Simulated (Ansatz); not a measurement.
CsPbCl3 (cubic perovskite, Pm-3m), a = b = c = 5.7334 Å, α = β = γ = 90.00°.

Relaxed with PBE. DFT-PBE in the program Ansatz with PAW potentials gives a gap of 2.21 eV.

Question: What gap does HSE06 give on the same cell (Ansatz, PAW)?

Answer: 2.90 eV, 0.69 eV more. The hybrid was solved on a coarser mesh and at special points; its gap is the smallest among all of these.

```
k  v1 PBE  c1 PBE    v1 HSE06    c1 HSE06
-  ------  ------  ----------  ----------
Γ   -2.05    3.67  (withheld)  (withheld)
R    0.00    2.21        0.00        2.90
M   -0.70    2.71  (withheld)  (withheld)
X   -1.44    3.14  (withheld)  (withheld)
```

Question: Top valence (v1) and lowest conduction level (c1) in eV from each method's valence maximum (which need not be a listed point): supply the withheld HSE06 values.

Answer: 
- Γ, v1 HSE06: -2.60
- Γ, c1 HSE06: 4.40
- X, v1 HSE06: -1.71
- X, c1 HSE06: 3.88
- M, v1 HSE06: -0.82
- M, c1 HSE06: 3.43

Cost on shared cores: the PBE run (SCF on a 5×5×5 mesh, then bands and DOS) very roughly 50 core-seconds, the HSE06 run (SCF on 3×3×3, then a few points) roughly 2.8 core-minutes; the tasks are unlike.

This is a known high-temperature phase of the composition, computed here at zero pressure and temperature. Symmetry was held in the PBE relaxation; phonons on a q-mesh show weakly imaginary modes. Spin–orbit coupling is left out wherever it is not named.

Potentials: the later of the program's two PAW sets.
